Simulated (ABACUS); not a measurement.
A self-consistent single point of In2GaAs3 (I-4m2, 6 atoms in the cell; from Materials Project mp-1223859, changed as shown).

```
In2GaAs3
1.0
   -2.07896     2.07896     8.80087
    2.07896    -2.07896     8.80087
    2.07896     2.07896    -8.80087
In Ga As
2 1 3
Cartesian
  0.00000   0.00000   5.92756
  0.00000   0.00000  11.67418
  0.00000   0.00000   0.00000
  2.07896   0.00000   4.40044
  0.00000   2.07896   1.32840
  0.00000   2.07896   7.47247
```

All values come from this method and carry its errors: ABACUS with LDA (PW92), numerical atomic orbitals DZP (confined pseudo-atomic orbitals with Gaussian additions; energy shift 0.01 Ry), PseudoDojo 0.4 standard norm-conserving LDA (tails mended) pseudopotentials.

ABACUS settings:

| setting | value |
|---|---|
| basis | DZP numerical atomic orbitals, energy shift 0.01 Ry |
| KPT | Gamma 8 8 8 0 0 0 |
| basis_type | lcao |
| dft_functional | PWLDA |
| ecutwfc | 100 Ry |
| smearing_method | gaussian |
| smearing_sigma | 0.00999582 Ry |
| potentials | PseudoDojo 0.4 standard norm-conserving LDA (tails mended) |
| symmetry | 1 |
| ks_solver | scalapack_gvx |
| scf_nmax | 100 |
| scf_thr | 1.0e-07 |
| mixing_type | broyden |
| mixing_beta | 0.7 |

Results:

Number of valence electrons: 84
Number of bands: 52
Number of k-points after the program's reduction: 59
Size of the basis: 150
Number of SCF iterations: 9
Free energy E − TS: -14335.1096 eV
Fermi level (on the code's own zero): 8.46 eV
Pressure: 0.77 GPa

Stress (GPa, positive for compression):
```
0.66  0.00  0.00
0.00  0.66  0.00
0.00  0.00  0.99
```

For comparison: a first run was changed to give this one (volume scaled by 0.96), and from it to this one the free energy goes down by 3.7 meV/atom and the pressure goes from -1.80 to 0.77 GPa.

The atom-centred basis is finite, which shifts total energies and pressures against plane waves. The structure comes from a collection of computed structures, made at another level of theory; the collection holds predicted forms beside known ones. Its lattice was then scaled. No clean gap shows at this smearing width and mesh (spacing up to 0.27 Å⁻¹); the mesh is coarse for partly filled bands, so the values carry mesh errors. Semi-local functionals can close small gaps.

Cost on one core: very roughly 3 core-minutes.

The atomic orbitals were generated for these runs; they are not ABACUS's published sets and were checked against plane waves on a few crystals only.

“Tails mended”: in these copies of the files the far tail of each local potential was reset to the Coulomb form.
